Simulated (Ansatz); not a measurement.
Values for one crystal, relaxed and computed with plane-wave PAW PBE (Ansatz code); other levels are named.

```yaml
volume_per_atom: 8.72 Å³
electronic_character: metallic (no gap)
Formation energy from the elements (no fitted shifts): -0.98 eV/atom
Bulk modulus (Birch–Murnaghan fit): 299 GPa
Density of states at the Fermi level: 0.64 states/eV per atom (mean over ±0.08 eV)
Pressure derivative B′: 4.9
```

### Question
Which compound is it?
A) Ta2SnN, P6_3/mmc (Sn on 2d, Ta on 4f, N on 2a)
B) MgTi3N3O, P4/mmm (Pearson symbol tP8)
C) V3Si, Fm-3m (Si on 4a, V on 4b, V on 8c)
D) VN, P-43m (V on 4e, N on 4e)

### Answer
D, VN, P-43m (V on 4e, N on 4e)

The start of the workflow was typed in or built on a structure type; neither database checked (COD, Materials Project) lists it. It is not the phase usual at ambient conditions (space group No. 225). The cell was relaxed with PBE under the symmetry of its start; its stability against distortions is not shown here. The workflow began spin-polarised and lost its moments. The references are the lowest solids computed at this level, not always the standard phases (solids in place of the gases).

Potentials: the earlier of the program's two PAW sets.
